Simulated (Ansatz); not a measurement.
Data:

BeSe:
Space group F-43m (No. 216); a = b = c = 5.178 Å, α = β = γ = 90.00°

```csv
atom,site,symmetry,x,y,z
Se,4c,-43m,0.2500,0.2500,0.2500
Be,4a,-43m,0.0000,0.0000,0.0000
```
(The calculation used a cell of 2 atoms; values per cell refer to that cell.)

This is the PBE-relaxed structure.

Question: All from DFT-PBE in the program Ansatz with PAW potentials, unless another level is named. Estimate the hole effective mass, band 3 of 3 at the edge.

Answer: 0.24 along [100], 0.17 along [110], 0.15 along [111] (mₑ).

Question: Next, the electron effective mass?

Answer: 0.27, 0.27, 0.90 mₑ (principal values).

Question: Give the formation energy from the elements (no fitted shifts).

Answer: -0.80 eV/atom.

Question: Predict the smallest direct gap on the standard path.

Answer: 4.22 eV.

Question: And the weight of the valence-edge state by species (Voronoi cells)?

Answer: Se 78 %, Be 22 %.

Question: Predict the valence-band maximum.

Answer: at Γ.

Symmetry was held in the PBE relaxation. The references are the lowest solids computed at this level, not always the standard phases. Spin–orbit coupling is left out wherever it is not named.

Potentials: the later of the program's two PAW sets.
